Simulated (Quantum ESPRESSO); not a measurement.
Simulation results for Ti2Ga4AgPd (simulated cell)

All values are calculated (Quantum ESPRESSO 7.5). Calculation on a made-up metal alloy cell, not a measurement: no spin or spin-orbit, unrelaxed, 2900 K smearing, stress positive in tension, cell energy less fitted offsets; periodic Kohn-Sham density functional theory in plane waves with PseudoDojo standard norm-conserving scalar-relativistic pseudopotentials, each functional with its own files (v0.5 for PBE, v0.4.1 for LDA and PBEsol), eight atoms on drawn sites of a strained close-packed or body-centred lattice, each displaced and held fixed; the energy is the cell's free energy, ions and the entropy term -TS included, at the stated Fermi-Dirac width, less a fixed offset for each atom's element (shifted free energy); compositions with an open d shell lost a parallel starting moment in a cheaper test run, and other magnetic orders were not tried; an error bar is the largest change of its kind in a tighter rerun, never given below 0.002 eV, 0.02 GPa or 0.003 eV/angstrom, and covers cutoff and k-mesh only, not smearing or the files.

Ti2Ga4AgPd (simulated cell)

```cif
# cell vector a (Å): 0.0215 2.1264 2.1600
# cell vector b (Å): -4.1294 -0.0335 -0.0094
# cell vector c (Å): -0.0483 -8.3732 8.5074
data_Ti2Ga4AgPd
_symmetry_space_group_name_H-M 'P 1'
_symmetry_Int_Tables_number 1
_cell_length_a 3.0311
_cell_length_b 4.1295
_cell_length_c 11.9369
_cell_angle_alpha 89.535
_cell_angle_beta 89.097
_cell_angle_gamma 90.825
_cell_volume 149.38
loop_
_atom_site_label
_atom_site_type_symbol
_atom_site_fract_x
_atom_site_fract_y
_atom_site_fract_z
_atom_site_occupancy
Ga1 Ga 0.03438 0.99508 0.99269 1
Ga2 Ga 0.94601 0.99994 0.25653 1
Ga3 Ga 0.01269 0.98064 0.50962 1
Ag1 Ag 0.98207 0.02465 0.74820 1
Ti1 Ti 0.44984 0.51465 0.12589 1
Ti2 Ti 0.50346 0.49272 0.36815 1
Pd1 Pd 0.50784 0.49038 0.61798 1
Ga4 Ga 0.50291 0.47897 0.86049 1
```

It was run with lattice type face-centred cubic, functional pbe, cutoff 1143 eV, fermi dirac smearing 0.25 eV, electrons removed 0, run command mpirun -np 4 pw.x -nk 4 -in in, run processor Intel Xeon, 2023 or later, virtual cores and k mesh 8 x 6 x 2 shifted half a step off Gamma on each axis.

It finds entropy term negative ts -1.239 eV; pressure -9.5 GPa; stress xx 9.81 GPa; stress yy 9.42 GPa; stress zz 9.26 GPa; stress yz -1.55 GPa; stress xz -0.07099 GPa; stress xy 0.22 GPa; shifted free energy -0.862 eV.

Atoms:
```csv
atoms element,atom site,atom energy offset (eV)
Ga,1,-2081.03
Ga,2,-2081.03
Ga,3,-2081.03
Ag,4,-4218.03
Ti,5,-1615.4
Ti,6,-1615.4
Pd,7,-3687.45
Ga,8,-2081.03
```

Forces:
```csv
site,x (eV/Å),y (eV/Å),z (eV/Å)
1,0.02,-0.492,0.153
2,-0.047,0.372,0.025
3,-0.05,-0.098,0.024
4,0.52,0.107,0.003
5,0.135,0.231,-0.061
6,-0.004,-0.455,0.255
7,-0.238,0.451,-0.483
8,-0.336,-0.118,0.084
```

Notes: a spin test at this wide smearing found no moment, but such smearing suppresses magnetism that the real alloy may have; lattice, volume and sites are drawn at random and may be unstable or far from any real phase; energies are for the whole cell, less offsets fitted to these runs, so they are not formation energies; error bars: energy 0.012 eV, stress 0.16 GPa, force 0.018 eV/Å, from a tighter rerun of a related cell, whose elements or sites may differ; 22 SCF iterations, 244 s of wall time on a shared machine.
